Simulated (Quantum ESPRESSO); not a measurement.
# Computed records: AlSi3C3N (made-up cell)

Computed with Quantum ESPRESSO 7.5. Calculation on a made-up crystal cell, not a measurement: periodic Kohn-Sham density functional theory in plane waves with PseudoDojo standard norm-conserving scalar-relativistic pseudopotentials, each functional with its own files (v0.5 for PBE, v0.4.1 for LDA and PBEsol), no spin polarisation, no spin-orbit coupling, atoms not relaxed, stress positive in tension, energies less a fixed whole-eV offset for each atom's element; levels are Kohn-Sham levels at fractions of this cell's reciprocal vectors, counted from the reference band (half the neutral cell's valence electrons, rounded up) at Gamma; error bars cover cutoff and k-mesh only, not smearing or the files; added strain carries the atoms with the cell, and shear is the tensor component; each bar is the largest change over components, and at least 0.002 eV, 0.002 eV per angstrom or 0.02 GPa; energies are for the whole cell, and the offsets were chosen from early runs and are not element reference energies.

Settings shared by all entries: lattice type zincblende/diamond; functional pbe; cutoff 1143 eV; fermi dirac smearing 0.025 eV; scf tolerance 1e-07 eV; electrons removed 0; added strain kind biaxial xx and yy; k mesh 4 x 4 x 4, shifted by half a step.

(1) AlSi3C3N (made-up cell)

Unstrained structure:
```
cell vectors (Å)
   4.3859     0.0409     0.0459
   0.0409     4.4139    -0.0418
   0.0459    -0.0418     4.4242
atoms (fractions of the cell vectors)
Si -0.00310 -0.00150  0.00375
Si -0.02473  0.49591  0.50702
Si  0.49846 -0.01256  0.49923
Al  0.50298  0.47618 -0.01485
C   0.25429  0.24413  0.23135
N   0.25941  0.73649  0.76569
C   0.76003  0.24659  0.75115
C   0.74672  0.75311  0.23882
```

* added strain: -0.0143
* structure shown: before the added strain of -0.0143
* free energy less offsets: -3.238 eV
* smearing term minus ts: 0 eV
* scf iterations: 11
* pressure: 6.115 GPa
* stress xx: -9.366 GPa
* stress yy: -7.733 GPa
* stress zz: -1.245 GPa
* stress yz: -3.445 GPa
* stress xz: 9.137 GPa
* stress xy: 4.058 GPa
* reference band: 16
* error bar energy: 0.005073 eV
* error bar stress: 0.02 GPa
* error bar force: 0.002896 eV/Å
* error bar next band up: 0.002 eV
* error bars from: tighter rerun of this cell

Atoms:
| atoms element | atom site | atom energy offset (eV) |
| --- | --- | --- |
| Si | 1 | -115 |
| Si | 2 | -115 |
| Si | 3 | -115 |
| Al | 4 | -64 |
| C | 5 | -163 |
| N | 6 | -283 |
| C | 7 | -163 |
| C | 8 | -163 |

Forces:
| site | x (eV/Å) | y (eV/Å) | z (eV/Å) |
| --- | --- | --- | --- |
| 1 | 0.5673 | 0.02192 | 0.1745 |
| 2 | 2.239 | 0.07472 | -2.235 |
| 3 | -0.3194 | 1.126 | -0.5964 |
| 4 | -0.464 | 2.109 | 2.008 |
| 5 | -1.879 | -1.354 | 3.532 |
| 6 | -1.914 | 1.561 | -2.449 |
| 7 | 0.9676 | -3.053 | -2.142 |
| 8 | 0.8028 | -0.4855 | 1.708 |

Levels:
| level k point | next band up (eV) |
| --- | --- |
| Gamma | 0.7223 |
| (1/2,1/2,1/2) | 3.163 |
| (0.15,0,0) | 1.276 |
| (0,0.15,0) | 1.167 |
| (0,0,0.15) | 1.136 |

(2) AlSi3C3N (made-up cell)

Structure as in entry 1.

* added strain: -0.0017
* structure shown: before the added strain of -0.0017
* free energy less offsets: -3.309 eV
* smearing term minus ts: 0 eV
* scf iterations: 12
* pressure: 0.8201 GPa
* stress xx: -3.134 GPa
* stress yy: -1.416 GPa
* stress zz: 2.089 GPa
* stress yz: -3.601 GPa
* stress xz: 8.441 GPa
* stress xy: 3.752 GPa
* reference band: 16
* error bar energy: 0.005073 eV
* error bar stress: 0.02 GPa
* error bar force: 0.002896 eV/Å
* error bar next band up: 0.002 eV
* error bars from: tighter rerun of a related cell

Atoms:
| atoms element | atom site | atom energy offset (eV) |
| --- | --- | --- |
| Si | 1 | -115 |
| Si | 2 | -115 |
| Si | 3 | -115 |
| Al | 4 | -64 |
| C | 5 | -163 |
| N | 6 | -283 |
| C | 7 | -163 |
| C | 8 | -163 |

Forces:
| site | x (eV/Å) | y (eV/Å) | z (eV/Å) |
| --- | --- | --- | --- |
| 1 | 0.562 | 0.05215 | 0.1771 |
| 2 | 2.126 | 0.00864 | -2.133 |
| 3 | -0.2514 | 1.079 | -0.6089 |
| 4 | -0.4528 | 2.001 | 1.877 |
| 5 | -1.837 | -1.344 | 3.303 |
| 6 | -1.843 | 1.517 | -2.276 |
| 7 | 0.9162 | -2.885 | -1.982 |
| 8 | 0.7799 | -0.4294 | 1.641 |

Levels:
| level k point | next band up (eV) |
| --- | --- |
| Gamma | 0.7281 |
| (1/2,1/2,1/2) | 2.98 |
| (0.15,0,0) | 1.267 |
| (0,0.15,0) | 1.168 |
| (0,0,0.15) | 1.141 |

(3) AlSi3C3N (made-up cell)

Structure as in entry 1.

* added strain: 0.0028
* structure shown: before the added strain of 0.0028
* free energy less offsets: -3.316 eV
* smearing term minus ts: 0 eV
* scf iterations: 12
* pressure: -0.9425 GPa
* stress xx: -1.049 GPa
* stress yy: 0.6935 GPa
* stress zz: 3.183 GPa
* stress yz: -3.656 GPa
* stress xz: 8.2 GPa
* stress xy: 3.65 GPa
* reference band: 16
* error bar energy: 0.005073 eV
* error bar stress: 0.02 GPa
* error bar force: 0.002896 eV/Å
* error bar next band up: 0.002 eV
* error bars from: tighter rerun of a related cell

Atoms:
| atoms element | atom site | atom energy offset (eV) |
| --- | --- | --- |
| Si | 1 | -115 |
| Si | 2 | -115 |
| Si | 3 | -115 |
| Al | 4 | -64 |
| C | 5 | -163 |
| N | 6 | -283 |
| C | 7 | -163 |
| C | 8 | -163 |

Forces:
| site | x (eV/Å) | y (eV/Å) | z (eV/Å) |
| --- | --- | --- | --- |
| 1 | 0.5565 | 0.06043 | 0.178 |
| 2 | 2.085 | -0.01601 | -2.096 |
| 3 | -0.2296 | 1.063 | -0.6125 |
| 4 | -0.4477 | 1.964 | 1.833 |
| 5 | -1.821 | -1.339 | 3.225 |
| 6 | -1.817 | 1.502 | -2.216 |
| 7 | 0.9001 | -2.823 | -1.927 |
| 8 | 0.774 | -0.4113 | 1.616 |

Levels:
| level k point | next band up (eV) |
| --- | --- |
| Gamma | 0.7279 |
| (1/2,1/2,1/2) | 2.911 |
| (0.15,0,0) | 1.261 |
| (0,0.15,0) | 1.165 |
| (0,0,0.15) | 1.14 |

(4) AlSi3C3N (made-up cell)

Structure as in entry 1.

* added strain: 0.0131
* structure shown: before the added strain of 0.0131
* free energy less offsets: -3.292 eV
* smearing term minus ts: 0 eV
* scf iterations: 12
* pressure: -4.714 GPa
* stress xx: 3.427 GPa
* stress yy: 5.223 GPa
* stress zz: 5.493 GPa
* stress yz: -3.762 GPa
* stress xz: 7.675 GPa
* stress xy: 3.415 GPa
* reference band: 16
* error bar energy: 0.005073 eV
* error bar stress: 0.02 GPa
* error bar force: 0.002896 eV/Å
* error bar next band up: 0.002 eV
* error bars from: tighter rerun of a related cell

Atoms:
| atoms element | atom site | atom energy offset (eV) |
| --- | --- | --- |
| Si | 1 | -115 |
| Si | 2 | -115 |
| Si | 3 | -115 |
| Al | 4 | -64 |
| C | 5 | -163 |
| N | 6 | -283 |
| C | 7 | -163 |
| C | 8 | -163 |

Forces:
| site | x (eV/Å) | y (eV/Å) | z (eV/Å) |
| --- | --- | --- | --- |
| 1 | 0.5494 | 0.08533 | 0.179 |
| 2 | 1.996 | -0.0666 | -2.018 |
| 3 | -0.1779 | 1.025 | -0.6217 |
| 4 | -0.4378 | 1.878 | 1.734 |
| 5 | -1.785 | -1.328 | 3.049 |
| 6 | -1.76 | 1.466 | -2.084 |
| 7 | 0.8617 | -2.692 | -1.803 |
| 8 | 0.7543 | -0.3694 | 1.564 |

Levels:
| level k point | next band up (eV) |
| --- | --- |
| Gamma | 0.7216 |
| (1/2,1/2,1/2) | 2.75 |
| (0.15,0,0) | 1.24 |
| (0,0.15,0) | 1.153 |
| (0,0,0.15) | 1.133 |
